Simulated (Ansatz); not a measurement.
A trial structure of MgTe4 was built thus: random cell by space group and Wyckoff sites (R-3m, No. 166). Lengths were set from tabulated atomic sizes, so they are only a guess.

```yaml
crystal:
  lattice:
    - [3.30224, 1.90655, 4.55803]
    - [-3.30224, 1.90655, 4.55803]
    - [0.00000, -3.81310, 4.55803]
  atoms:
    - { symbol: Mg, position: [0.00000, 0.00000, 0.00000] }
    - { symbol: Te, position: [0.00000, 0.00000, 0.50000] }
    - { symbol: Te, position: [0.50000, 0.00000, 0.00000] }
    - { symbol: Te, position: [0.00000, 0.50000, 0.00000] }
    - { symbol: Te, position: [0.50000, 0.50000, 0.50000] }
```

Level of theory: DFT PBE, scalar-relativistic, plane waves, PAW (Ansatz 0.2.0). Cutoff 420 eV, Gaussian smearing, Γ-centred meshes. Cell and atoms relax first on a coarse mesh and then on a finer one. In between, the cell is made exact in the group found at 0.06 Å. In metals the finer mesh still leaves noise of several meV/atom or more. The steps can't lower the symmetry of their start. No spin polarisation.

A guess keeps its type if space group and coordination stay and the shape of the cell changes little (axis ratios within about 15 %, angles within 6°); the volume may change.

Problem. Does this structure survive the relaxation?

Solution. It keeps its type. The symmetry stays R-3m (No. 166). The volume per atom shrinks by 2.5 %, from 34.4 to 33.6 Å³. The shortest distance goes from 2.97 Å (Mg–Te) to 2.92 Å (Mg–Te). The ratio c/a of the conventional cell changes by a factor of 0.97. Counting neighbours within 15 % of an atom's shortest distance, the start has Mg 6, Te 6/8 and the end Mg 6, Te 6/8.

Energies over the elements count from the elements' standard structures at the same level, with no fitted energy shifts.

Problem. At what energy does it end?

Solution. −0.02 eV/atom. The formation energy is too near zero to say whether this cell lies below the elements.

The last run used a 6×6×6 mesh for its 5-atom cell and Gaussian smearing of 0.10 eV. For metals, differences of a few meV/atom aren't resolved. These runs have no spin–orbit coupling, which can matter for Te. The reference form of Te is held partly by dispersion forces, which this level lacks. A structure relaxed within its symmetry needn't be a true minimum. Another cell of MgTe4 relaxed alike, in I4/m, lies 84 meV/atom lower, so this cell isn't the stable form at this level.

In counts of neighbours, a slash parts the counts of unlike sites.
